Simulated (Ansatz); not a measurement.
The start is a relaxed Ir cell, doubled along one cell vector, shaken by Gaussian noise of σ = 0.08 Å a coordinate. The structure is fully relaxed (lattice and positions, P = 0) with r2SCAN (plane waves to 500 eV, PAW, scalar-relativistic; Ansatz, a program for electronic structure). The first steps use a coarse 13×7×10 k-mesh.

Starting cell:
```
Ir
1.0
   -2.40988     2.40988     1.36968
    4.81975    -4.81975     2.73936
    2.40988     2.40988    -1.36968
Ir
4
Direct
  0.75001   0.11154   0.48066
  0.74976   0.61004   0.48463
  0.99899   0.00450   0.01091
  0.00171   0.49896   0.99737
```

### Question
What pressure does the first self-consistent step give?

### Answer
+2.9 GPa (positive: the cell is compressed).

### Question
Which atoms feel the largest initial force, and how large is it?

### Answer
2.20 eV/Å, on Ir3 (atoms numbered as listed).

### Question
How much energy is released per atom?

### Answer
0.74 eV/atom.

### Question
How does the volume per atom move from start to end?

### Answer
-10.7 %, from 15.91 to 14.21 Å³/atom.

### Question
Does it find its way back to the structure it was made from?

### Answer
It does not go back: it reaches Fm-3m (No. 225), fcc (Cu type), 0.69 eV/atom below the parent.

### Question
How do the shortest distances between atoms change?

### Answer
The closest pairs of elements (up to four, under 3.6 Å), start → end: Ir–Ir 2.35 → 2.72 Å.

### Question
Give the final cell and atomic positions.

### Answer

```cif
data_Ir4
_chemical_formula_sum 'Ir4'
_space_group_name_H-M_alt 'Fm-3m'
_space_group_IT_number 225
_space_group_name_Hall '-F 4 2 3'
_cell_length_a 3.84505
_cell_length_b 3.84505
_cell_length_c 3.84505
_cell_angle_alpha 90.000
_cell_angle_beta 90.000
_cell_angle_gamma 90.000
loop_
_atom_site_label
_atom_site_type_symbol
_atom_site_symmetry_multiplicity
_atom_site_Wyckoff_symbol
_atom_site_fract_x
_atom_site_fract_y
_atom_site_fract_z
_atom_site_occupancy
Ir1 Ir 4 a 0.00000 0.00000 0.00000 1
```
(The calculation used a cell of 1 atom; values per cell refer to that cell.)

Final values are on a 21×21×21 k-mesh of the relaxed cell. No spin polarisation in the result.

Of the parent cell (I4₁/amd (No. 141)): it is a generated cell of Ir: the first start was made by placing the elements on the sites of a structure type, and the end was not matched to a known phase here, so it may be hypothetical. Known forms of Ir include space group No. 225.
